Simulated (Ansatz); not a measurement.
Electric field gradients in Mg3BH3O6

The cell is a Materials Project structure (computed, not necessarily an observed phase), ions relaxed with PBE at fixed cell.

```xyz
26
Lattice="9.1164 0.0000 0.0000 -4.5582 7.8950 0.0000 0.0000 0.0000 3.2062" Properties=species:S:1:pos:R:3 pbc="T T T"
Mg    2.6903    5.1876    2.4047
Mg    5.8377    0.2640    0.8016
Mg   -1.2796    7.6311    2.4047
Mg    1.8679    2.7074    0.8016
Mg    5.9689    4.9237    0.8016
Mg   -1.4107    2.9714    2.4047
B     0.0000    5.2634    0.8016
B     4.5582    2.6317    2.4047
H     0.7487    1.3547    2.4047
H     3.0106    7.8661    2.4047
H     1.5476    0.0289    0.8016
H     8.3176    1.3258    0.8016
H    -3.7594    6.5693    2.4047
H     3.8095    6.5403    0.8016
O    -0.2045    6.6500    0.8016
O     5.6568    3.5021    2.4047
O     7.3974    1.6333    0.8016
O     0.5550    2.3053    2.4047
O    -1.0986    4.3929    0.8016
O     1.3031    4.7471    0.8016
O     2.2740    0.6720    0.8016
O     3.2551    3.1479    2.4047
O     4.0032    5.5897    0.8016
O    -2.8392    6.2617    2.4047
O     4.7627    1.2450    2.4047
O     2.2842    7.2230    2.4047
```

Atom numbers follow the list; atoms alike are taken as one site, whose name carries the number of the first.

All values are calculated (Ansatz; DFT, PBE, plane waves and PAW, scalar-relativistic, 420 eV cutoff, Γ-centred 3×3×7 k-points, Fermi–Dirac smearing 0.02 eV), not measured.

V_zz is the principal component of the electric field gradient with the largest magnitude, η = (V_xx − V_yy)/V_zz and C_Q = eQV_zz/h. Directions are in the Cartesian axes of the cell vectors above, for the atom listed; none is given where the gradient is under 0.02 or η is above 0.95.

```
site  first atom                         first shell  V_zz (10²¹ V/m²)     η  direction of V_zz (x, y, z)
  Mg           1                  6 O at 2.08–2.17 Å              0.74  0.19               0.99 0.15 0.00
   B           7                       3 O at 1.40 Å              2.68  0.00               0.00 0.00 1.00
   H           9   1 O at 0.97 Å; also 2 O at 2.32 Å              4.35  0.00              -0.18 0.98 0.00
 O15          15  1 B at 1.40 Å, 3 Mg at 2.12–2.17 Å             -7.02  0.84               0.99 0.11 0.00
 O17          17  1 H at 0.97 Å, 3 Mg at 2.08–2.11 Å             13.27  0.01              0.93 -0.36 0.00
```

An axis of threefold or higher order runs through B, so V_zz lies along it and η is zero. At H V_zz points along its bond to O (within 2°). At O17 V_zz points along its shortest bond, to H (within 3°).
